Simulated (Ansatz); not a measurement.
BIr in space group P-6m2 (No. 187; B on 1b, Ir on 1e) at seven volumes, the program Ansatz at the PBEsol level (PAW), shape and atoms relaxed at each. One row is withheld.

| V (Å³/atom) | P (GPa) |
|---|---|
| 9.679 | 37.65 |
| 9.998 | ? |
| 10.317 | 10.54 |
| 10.636 | 0.00 |
| 10.955 | -8.91 |
| 11.274 | -16.44 |
| 11.593 | -22.79 |

Task: Fit the shown pressures and predict the withheld one.

Result: Third-order Birch–Murnaghan: P = (3/2)B₀(x^(7/2) − x^(5/2))[1 + (3/4)(B′ − 4)(x − 1)] with x = (V₀/V)^(2/3). Least squares on the six rows gives V₀ = 10.636 Å³/atom, B₀ = 322.0 GPa, B′ = 4.55. At V = 9.998, x = 1.0421 and P = 22.94 GPa. The run itself gave 22.97 GPa.

The first step of the workflow began from a Materials Project structure, measured or hypothetical; the Crystallography Open Database copy checked does not list it. Whether it is the stable phase at ambient conditions was not checked. The cell was relaxed with PBEsol under the symmetry of its start. At this level the phase is mechanically unstable. No spin polarisation was allowed. Spin–orbit coupling is left out wherever it is not named.

Potentials: the later of the program's two PAW sets.
